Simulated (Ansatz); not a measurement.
Co (simple cubic, Pm-3m) under volume change, DFT-r²SCAN in the program Ansatz with PAW potentials, scaled uniformly.

```csv
V (Å³/atom),E − E(relaxed) (meV/atom),P (GPa)
11.468,58.3,18.37
11.846,23.9,10.94
12.224,?,?
12.602,0.0,0.00
12.980,5.0,-4.17
13.358,19.3,-7.89
13.736,?,?
```

Task: Complete the blanks.

Result: 
- 13.736, E − E(relaxed) (meV/atom): 41.8
- 13.736, P (GPa): -11.09
- 12.224, E − E(relaxed) (meV/atom): 5.6
- 12.224, P (GPa): 4.87

Task: What does a third-order Birch–Murnaghan fit give for V₀, B₀ and B′?

Result: V₀ = 12.60 Å³/atom, B₀ = 156 GPa, B′ = 4.8.

The cell is a constructed one: a structure type filled with these elements; neither database checked (COD, Materials Project) lists it. It is not the phase usual at ambient conditions (space group No. 194). The r²SCAN relaxation kept the symmetry of its start. At this level the phase is mechanically unstable. Magnetic state: ferromagnetic, chosen from 3 collinear starts compared on coarse meshes (ties went to the first, and starts can fall back to one state), not a proven ground state. Other orbital occupations within this spin state were not tried.

Potentials: the later of the program's two PAW sets.
